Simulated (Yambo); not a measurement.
One stored BSE kernel of dimension 2304 for KBH$_{4}$ (space group P2_1/m, No. 11, within 0.06 Å of P4_2/nmc) (Yambo, LDA bands; 4×4×4 mesh, 6 valence and 6 conduction bands, static screening with 69 bands and a 3 Ry block, scissor 3.34 eV, Tamm-Dancoff; broadening 0.15 eV; field along x), solved in several ways.

```json
[
 {"solver": "Haydock, threshold 2 %", "iterations": "6", "largest change of Im ε (% of its maximum)": "14", "rough time": "within a factor of two"},
 {"solver": "Haydock, threshold 0.5 %", "iterations": "7", "largest change of Im ε (% of its maximum)": "11", "rough time": "within a factor of two"},
 {"solver": "Haydock, threshold 0.1 %", "iterations": "19", "largest change of Im ε (% of its maximum)": "2.5", "rough time": "within a factor of two"},
 {"solver": "Haydock, threshold 0.005 %", "iterations": "43", "largest change of Im ε (% of its maximum)": "0.1", "rough time": "1"},
 {"solver": "SLEPc, lowest 10 states", "iterations": "–", "largest change of Im ε (% of its maximum)": "no full spectrum", "rough time": "about 2×"},
 {"solver": "SLEPc, lowest 60 states", "iterations": "–", "largest change of Im ε (% of its maximum)": "no full spectrum", "rough time": "about 2×"},
 {"solver": "full diagonalisation", "iterations": "–", "largest change of Im ε (% of its maximum)": "reference", "rough time": "about 6×"}
]
```

Haydock gives the spectrum without eigenstates, SLEPc the lowest states alone, full diagonalisation everything at a cost that grows as the cube of the dimension. Times include reading the kernel. Times are rough ratios from shared machines. Mesh and scissor weren't tested; the rows compare only with each other.

Geometry of the Materials Project entry, not relaxed at this level; primitive cell a = 4.663 Å, b = 4.678 Å, c = 6.549 Å, α = γ = 90.00°, β = 90.07°.

The structure is a Materials Project entry; no match was found in the copy of COD used, and its stability was not checked.
